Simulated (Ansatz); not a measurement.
All numbers below come from DFT PBE, scalar-relativistic, plane waves, PAW (Ansatz). All cells share a 420 eV cutoff and Γ-centred k meshes spaced at most about 0.3 Å⁻¹ (2π included). No spin polarisation in the final relaxations.

These are static total energies at zero pressure.

Two forms of K3TeH were relaxed alike.

1. Space group Pm-3m (No. 221), cubic, a = 5.389 Å. K is surrounded by 2 H at 2.69 Å, 4 Te at 3.81 Å and 8 K at 3.81 Å; Te has 12 K at 3.81 Å; around H lie 6 K at 2.69 Å.

2. Space group P4/mmm (No. 123), tetragonal, a = 4.613 Å, c = 8.215 Å. K on a site of symmetry 4mm is surrounded by 1 H at 2.59 Å, 1 K at 3.03 Å and 4 Te at 3.60 Å; K on a site of symmetry 4/mmm has 4 H at 3.26 Å and 2 Te at 4.11 Å; Te has 8 K at 3.60 Å and 2 K at 4.11 Å; around H lie 2 K at 2.59 Å and 4 K at 3.26 Å.

Question: Which form is favoured at zero pressure, and by what margin per atom?

Answer: Cell 1 is lower, by 143 meV/atom. Cell 1 has the antiperovskite type, space group Pm-3m (No. 221), 31.3 Å³/atom and a gap of 2.99 eV on its mesh; cell 2 has space group P4/mmm (No. 123), 35.0 Å³/atom and a gap of 1.01 eV. The shortest distance is 2.69 Å (K–H) in cell 1 and 2.59 Å (K–H) in cell 2. The denser one is the lower, and pressure would at first widen the difference. Both come from invented guesses.

Spin–orbit coupling, which can matter for Te, is left out. Kohn–Sham gaps at this level usually fall short of measured ones. The missing spin–orbit coupling can work the other way here. With hydrogen, zero-point motion can shift such differences by 10 meV/atom or more. Cells relaxed within their symmetry can be saddle points.
